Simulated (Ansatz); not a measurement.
Ag (fcc, Cu type)

```
CELL_PARAMETERS angstrom
      0.00000     2.05259     2.05259
      2.05259     0.00000     2.05259
      2.05259     2.05259     0.00000
ATOMIC_POSITIONS crystal
  Ag 0.00000 0.00000 0.00000
```

The slice is a {100} plane (indices of the conventional cell) through the point (0.000, 0.000, 0.000) (fractional), spanned by u = [100] and v = [0 1 -1] in vectors of this cell: u (2.90 Å) and v (2.90 Å, at 90° to u). It covers one period; positions are fractions (u, v).

Method: r2SCAN (plane waves to 500 eV, PAW, scalar-relativistic; Ansatz, a program for electronic structure). k mesh 19×19×19. Near the nuclei the fields are pseudised (PAW); where an atom keeps semicore shells as valence, they peak there. Ag was relaxed with its symmetry unable to fall.

Three fields on this plane, each scaled to ten steps between its own extremes (0 low, 9 high; the total valence density on a logarithmic scale, the potential cut 8 eV below its top; x marks points blanked near nuclei; v = 0 in the bottom row):

Map A
```
|xxxxxxxxx5100015xxxxxxxx|
|xxxxxxxxx4100014xxxxxxxx|
|xxxxxxxx931000139xxxxxxx|
|xxxxxxxx621000126xxxxxxx|
|xxxxxxx94110001149xxxxxx|
|xxxxxx9521000001259xxxxx|
|xxxxx952100000001259xxxx|
|xxx9642100000000012469xx|
|554321100000000000112345|
|111111000000000000011111|
|000000000000000000000000|
|000000000000000000000000|
|000000000000000000000000|
|111111000000000000011111|
|554321100000000000112345|
|xxx9642100000000012469xx|
|xxxxx952100000001259xxxx|
|xxxxxx9521000001259xxxxx|
|xxxxxxx94110001149xxxxxx|
|xxxxxxxx621000126xxxxxxx|
|xxxxxxxx931000139xxxxxxx|
|xxxxxxxxx4100014xxxxxxxx|
|xxxxxxxxx5100015xxxxxxxx|
|xxxxxxxxx5100015xxxxxxxx|
```

Map B
```
|xxxxxxxxx0456540xxxxxxxx|
|xxxxxxxxx1466641xxxxxxxx|
|xxxxxxxx025666520xxxxxxx|
|xxxxxxxx035777530xxxxxxx|
|xxxxxxx02567776520xxxxxx|
|xxxxxx0146788876410xxxxx|
|xxxxx014678888876410xxxx|
|xxx0024678899988764200xx|
|001235678899999887653210|
|344556788999999988765544|
|556677889999999998877665|
|666677889999999998877666|
|556677889999999998877665|
|344556788999999988765544|
|001235678899999887653210|
|xxx0024678899988764200xx|
|xxxxx014678888876410xxxx|
|xxxxxx0146788876410xxxxx|
|xxxxxxx02567776520xxxxxx|
|xxxxxxxx035777530xxxxxxx|
|xxxxxxxx025666520xxxxxxx|
|xxxxxxxxx1466641xxxxxxxx|
|xxxxxxxxx0456540xxxxxxxx|
|xxxxxxxxx0356530xxxxxxxx|
```

Map C
```
|xxxxxxxxx8654568xxxxxxxx|
|xxxxxxxxx8644468xxxxxxxx|
|xxxxxxxx975434579xxxxxxx|
|xxxxxxxx864333468xxxxxxx|
|xxxxxxx97543234579xxxxxx|
|xxxxxx9754322234579xxxxx|
|xxxxx976432111234679xxxx|
|xxx9875432111112345789xx|
|888765432110001123456788|
|666544321100000112344566|
|554433211000000011233445|
|444332211000000011223344|
|554433211000000011233445|
|666544321100000112344566|
|888765432110001123456788|
|xxx9875432111112345789xx|
|xxxxx976432111234679xxxx|
|xxxxxx9754322234579xxxxx|
|xxxxxxx97543234579xxxxxx|
|xxxxxxxx864333468xxxxxxx|
|xxxxxxxx975434579xxxxxxx|
|xxxxxxxxx8644468xxxxxxxx|
|xxxxxxxxx8654568xxxxxxxx|
|xxxxxxxxx8654568xxxxxxxx|
```

### Question
Assign the maps to these fields: electron localisation function (ELF); valence electron density; electrostatic potential energy of an electron, from the cell's mean.

### Answer
A is the electron localisation function (ELF); B is the electrostatic potential energy of an electron, from the cell's mean; C is the valence electron density.
